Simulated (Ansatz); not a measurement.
Relaxation of a generated trial cell of Te in the dhcp structure type; 4 atoms in the cell, which starts as P6₃/mmc (No. 194), hP4; a = b = 3.4377 Å, c = 11.0608 Å, α = β = 90.00°, γ = 120.00°. The numbers are results of PBE (plane waves to 420 eV, PAW, scalar-relativistic; Ansatz, a quantum-chemistry and plane-wave program), not measurements. Γ-centred k-mesh 8×8×2 on the run's cell (coarser than for final values), Fermi–Dirac smearing 0.05 eV. This is the first round of the run. 

The optimiser's lines from the output (shortened; P is positive under compression):

```
relax step   1: F+E_penalty+E_count = -27918.63517968 eV  Δ(F+E_penalty+E_count) = +0.000e0 eV  max|allowed force component| = 4.337e-18 eV/Å  Δτ_max = 0.0000 Å  P = -0.080 GPa  Ω = 113.200 Å³  (7 SCF iters, dr2 threshold 1.00e-7 eV, accepted)
relax step   2: F+E_penalty+E_count = -27918.64327178 eV  Δ(F+E_penalty+E_count) = -8.092e-3 eV  max|allowed force component| = 6.939e-18 eV/Å  Δτ_max = 0.0000 Å  P = +0.085 GPa  Ω = 112.959 Å³  (4 SCF iters, dr2 threshold 4.00e-7 eV, accepted)
relax step   3: F+E_penalty+E_count = -27918.68144273 eV  Δ(F+E_penalty+E_count) = -3.817e-2 eV  max|allowed force component| = 6.939e-18 eV/Å  Δτ_max = 0.0000 Å  P = +0.226 GPa  Ω = 112.964 Å³  (5 SCF iters, dr2 threshold 4.00e-7 eV, accepted)
relax step   4: F+E_penalty+E_count = -27918.82282139 eV  Δ(F+E_penalty+E_count) = -1.414e-1 eV  max|allowed force component| = 1.388e-17 eV/Å  Δτ_max = 0.0000 Å  P = +0.528 GPa  Ω = 113.394 Å³  (6 SCF iters, dr2 threshold 4.00e-7 eV, accepted)
relax step   5: F+E_penalty+E_count = -27919.02992897 eV  Δ(F+E_penalty+E_count) = -2.071e-1 eV  max|allowed force component| = 4.510e-17 eV/Å  Δτ_max = 0.0000 Å  P = +1.512 GPa  Ω = 113.984 Å³  (6 SCF iters, dr2 threshold 4.00e-7 eV, accepted)
relax step   6: F+E_penalty+E_count = -27919.35512367 eV  Δ(F+E_penalty+E_count) = -3.252e-1 eV  max|allowed force component| = 3.585e-17 eV/Å  Δτ_max = 0.0000 Å  P = +2.110 GPa  Ω = 115.827 Å³  (6 SCF iters, dr2 threshold 4.00e-7 eV, accepted)
relax step   7: F+E_penalty+E_count = -27919.61662956 eV  Δ(F+E_penalty+E_count) = -2.615e-1 eV  max|allowed force component| = 2.544e-17 eV/Å  Δτ_max = 0.0000 Å  P = +0.445 GPa  Ω = 122.033 Å³  (6 SCF iters, dr2 threshold 4.00e-7 eV, accepted)
relax step   8: F+E_penalty+E_count = -27919.63517655 eV  Δ(F+E_penalty+E_count) = -1.855e-2 eV  max|allowed force component| = 4.163e-17 eV/Å  Δτ_max = 0.0000 Å  P = +2.785 GPa  Ω = 120.025 Å³  (6 SCF iters, dr2 threshold 4.00e-7 eV, accepted)
relax step   9: F+E_penalty+E_count = -27919.67633276 eV  Δ(F+E_penalty+E_count) = -4.116e-2 eV  max|allowed force component| = 4.626e-17 eV/Å  Δτ_max = 0.0000 Å  P = -0.674 GPa  Ω = 126.269 Å³  (6 SCF iters, dr2 threshold 4.00e-7 eV, accepted)
relax step  10: F+E_penalty+E_count = -27919.68025403 eV  Δ(F+E_penalty+E_count) = -3.921e-3 eV  max|allowed force component| = 1.229e-18 eV/Å  Δτ_max = 0.0000 Å  P = +0.217 GPa  Ω = 123.879 Å³  (5 SCF iters, dr2 threshold 4.00e-7 eV, accepted)
relax step  11: F+E_penalty+E_count = -27919.68251524 eV  Δ(F+E_penalty+E_count) = -2.261e-3 eV  max|allowed force component| = 7.517e-18 eV/Å  Δτ_max = 0.0000 Å  P = +0.006 GPa  Ω = 124.602 Å³  (4 SCF iters, dr2 threshold 4.00e-7 eV, accepted)
relax step  12: F+E_penalty+E_count = -27919.73565940 eV  Δ(F+E_penalty+E_count) = -5.314e-2 eV  max|allowed force component| = 8.674e-18 eV/Å  Δτ_max = 0.0000 Å  P = +0.842 GPa  Ω = 124.602 Å³  stress off target by 1.23e0 GPa  SCF on the basis re-selected at this cell (its energy is not comparable with the rows above)  (8 SCF iters)
relax step  13: F+E_penalty+E_count = -27919.75695332 eV  Δ(F+E_penalty+E_count) = -2.129e-2 eV  max|allowed force component| = 2.776e-17 eV/Å  Δτ_max = 0.0000 Å  P = +0.398 GPa  Ω = 126.840 Å³  (5 SCF iters, dr2 threshold 4.00e-7 eV, accepted)
relax step  14: F+E_penalty+E_count = -27919.76385321 eV  Δ(F+E_penalty+E_count) = -6.900e-3 eV  max|allowed force component| = 4.626e-17 eV/Å  Δτ_max = 0.0000 Å  P = -0.013 GPa  Ω = 129.122 Å³  (4 SCF iters, dr2 threshold 4.00e-7 eV, accepted)
relax step  15: F+E_penalty+E_count = -27919.76394536 eV  Δ(F+E_penalty+E_count) = -9.215e-5 eV  max|allowed force component| = 1.365e-16 eV/Å  Δτ_max = 0.0000 Å  P = -0.004 GPa  Ω = 128.978 Å³  (4 SCF iters, dr2 threshold 3.79e-9 eV, accepted)
relax step  16: F+E_penalty+E_count = -27919.76450848 eV  Δ(F+E_penalty+E_count) = -5.631e-4 eV  max|allowed force component| = 1.365e-16 eV/Å  Δτ_max = 0.0000 Å  P = -0.009 GPa  Ω = 128.978 Å³  stress off target by 9.48e-3 GPa  SCF on the basis re-selected at this cell (its energy is not comparable with the rows above)  (5 SCF iters)
```

From the first to the last row the energy changes by -0.28 eV/atom and the volume by +13.9 %. The last row is marked as not comparable with the walk above it, whose basis was carried along; it does compare with step 1, since both stand on a basis selected at the nominal cutoff for their own cell.

Energy and pressure jump between steps 11 and 12 at one geometry, where the plane-wave basis was selected anew. While the cell walks, the set of plane waves is carried along, so its effective cutoff drifts with the strain; re-selecting it at 420 eV moved the energy by -0.013 eV/atom and the pressure by 0.8 GPa. Only step 1 and rows on a re-selected basis compare with each other.

Later rounds, restarted from the end of this one on a renewed k-mesh, logged 9 more steps. The final structure after all rounds: P6₃/mmc (No. 194), hP4; a = 4.2112 Å, b = 4.2112 Å, c = 8.3962 Å, α = 90.00°, β = 90.00°, γ = 120.00°. Between re-selections the logged energies stand on a plane-wave basis carried along with the cell. No spin polarisation in the result.

The run could not lose the symmetry of its start, so the end can be a saddle point.

All atoms sit on sites fixed by symmetry, so only the cell could relax.

The relaxed structure here is a generated cell of Te: the first start was made by placing the elements on the sites of a structure type, and the end was not matched to a known phase here, so it may be hypothetical. Known forms of Te include space group No. 152.
